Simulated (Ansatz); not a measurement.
A plane-wave DFT run in Ansatz 0.2.0 (scalar-relativistic PAW potentials unless the input names others): input and command.

```yaml
crystal:
  lattice:
    - [2.5281410335, -5.4741457864, 0.0]
    - [2.5281410335, 5.4741457864, 0.0]
    - [0.0, 0.0, 4.7112030387]
  atoms:
    - { symbol: K, position: [0.8562659219, 0.1437340781, 0.25] }
    - { symbol: K, position: [0.1437340781, 0.8562659219, 0.75] }
    - { symbol: Pd, position: [0.5454588319, 0.4545411681, 0.25] }
    - { symbol: Pd, position: [0.4545411681, 0.5454588319, 0.75] }
basis:
  ecutwfc: 420
kpoints:
  mp_grid: { grid: [10, 10, 10] }
hamiltonian:
  xc: pbe
scf:
  occupations: { method: gaussian, width: 0.1 }
  max_iter: 2
output:
  forces: true
  eigenvalues: true
  stress: true
```

```bash
ansatz run input.yaml --threads 1 --pin off --max-ram 2560MiB --backend cpu --events-out ev --progress --plain --runs-dir out
```

Abridged log:
```
Pseudopotentials: kind: paw
Pseudopotential: K, paw, valence charge 9, recommended cutoff 420 eV (normal)
Pseudopotential: Pd, paw, valence charge 18, recommended cutoff 420 eV (normal)
Functional definition: PBE
Crystal: 4 atoms, lattice volume = 130.401 Å³
Basis set: ecut = 420 eV, 2545 PW (Γ), exchange–correlation on 90×90×64 points (8 copies of the dense FFT grid, shifted against one another)
Bands: 33, of which v1, the nominal top of the filled ones, is band 27 counted from 1 (26 counted from 0)
Symmetry: 8 space group operations
Space group: Cmcm (ITA 63), of the structure as read, at distance tolerance 5.1e-5 Å
k-points: 186 of 1000
Initial density: superposition of atomic densities (neutral atoms: chi_scale 0, normalization atom), corrected by the library's trained network
Initial wavefunctions: pseudopotential atomic-orbital guess
Functional: x = pbe(κ = 0.804, μ = 0.21951497), c = pbe(β = 0.06672455)
SCF iter   1: F=—  HF=-17020.893422 eV  |F-HF|=—  |Δ(HF+E_count)|=         —  Δρ=4.34e-3  dr2=1.75e-2  ethr=1.77e-3  ⟨swp⟩=4.7  Hψ=60035  notcnv=0
SCF iter   2: F=—  HF=-17020.893879 eV  |F-HF|=—  |Δ(HF+E_count)|=   4.57e-4  Δρ=3.75e-3  dr2=2.51e-2  ethr=3.24e-5  ⟨swp⟩=4.5  Hψ=35782  notcnv=0
```

Task: What should be changed?

Result: The fault is too few SCF iterations (scf.max_iter: not typed → 2, the first being the value of the sound run). Setting it back cures it. The log, from which this was withheld above, says: «Error: did not converge after 2 iterations: dr2 = 2.51e-2 (threshold 1.00e-7), under the density mixer `msr1`, which `scf.mixing.algorithm: auto` chose by the deck's other keys (type `scf.mixing.algorithm: msr1` to keep it); raise `scf.max_iter`, which need not help a stalled SCF, or adjust the mixing (`scf.mixing`) or, under a smearing, its width (`scf.occupations.width` …» The run stopped without converging. A reference run on usual settings, whose relaxation ended at this geometry, converged, and the end of its own relaxation has pressure 0.00 GPa, largest force 0.001 eV/Å, no gap on the mesh.

The run took 31 s on 1 thread of Arm Neoverse V1 (shared host), peak memory 0.71 GiB.